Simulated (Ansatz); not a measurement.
## Ca3Ga3N5: field gradients at two levels of theory

Cell: a Materials Project structure (computed, not necessarily an observed phase), ions relaxed with PBE at fixed cell.

Space group P-1 (No. 2); a = 5.9105, b = 6.8834, c = 8.4757 Å, α = 107.48°, β = 105.46°, γ = 95.17°.

| site | Wyckoff | site symmetry | x | y | z |
| --- | --- | --- | --- | --- | --- |
| Ca1 | 2i | 1 | 0.8180 | 0.4117 | 0.6073 |
| Ca3 | 2i | 1 | 0.6593 | 0.8653 | 0.8785 |
| Ca5 | 2i | 1 | 0.6555 | 0.6374 | 0.1972 |
| Ga7 | 2i | 1 | 0.9060 | 0.3115 | 0.9689 |
| Ga9 | 2i | 1 | 0.7121 | 0.9440 | 0.5631 |
| Ga11 | 2i | 1 | 0.1351 | 0.8671 | 0.7158 |
| N13 | 2i | 1 | 0.9703 | 0.1052 | 0.7791 |
| N15 | 2i | 1 | 0.8497 | 0.6947 | 0.5092 |
| N17 | 2i | 1 | 0.7563 | 0.5296 | 0.8897 |
| N19 | 2i | 1 | 0.3960 | 0.9314 | 0.6176 |
| N21 | 2i | 1 | 0.2848 | 0.7715 | 0.9031 |

One atom of each set is listed.

First run. Level of theory: DFT, PBE, plane waves and PAW, scalar-relativistic, 420 eV cutoff, Γ-centred 5×5×4 k-points, Fermi–Dirac smearing 0.02 eV (Ansatz 0.2.0).

```tsv
site	V_zz (10²¹ V/m²)	η
Ca1	5.60	0.28
Ca3	3.31	0.68
Ca5	3.83	0.86
Ga7	-4.98	0.90
Ga9	6.46	0.60
Ga11	-5.53	0.40
N13	-3.26	0.41
N15	-3.45	0.67
N17	-2.83	0.24
N19	-3.57	0.56
N21	3.01	0.48
```

Second run. The same atoms and settings, except that the functional is r2SCAN and the cutoff is 500 eV.

Task: What does the second run give?

Result: 

| site | V_zz | η | change of V_zz |
| --- | --- | --- | --- |
| Ca1 | 5.76 | 0.29 | +0.16 |
| Ca3 | 3.39 | 0.71 | +0.08 |
| Ca5 | 3.95 | 0.85 | +0.12 |
| Ga7 | -5.03 | 0.91 | -0.05 |
| Ga9 | 6.59 | 0.59 | +0.13 |
| Ga11 | -5.65 | 0.38 | -0.12 |
| N13 | -3.29 | 0.38 | -0.03 |
| N15 | -3.51 | 0.72 | -0.06 |
| N17 | -2.92 | 0.24 | -0.09 |
| N19 | -3.57 | 0.55 | 0.00 |
| N21 | 3.01 | 0.50 | 0.00 |

The largest change of V_zz is on Ca1, from 5.60 to 5.76. In per cent, |V_zz| changes by +2 to +3 on Ca, +1 to +2 on Ga, 0 to +3 on N (all sites that start above 0.5).

For the second run: The largest force is 0.3 eV/Å, so the atoms aren't at the calculated equilibrium and relaxing them would move these values.
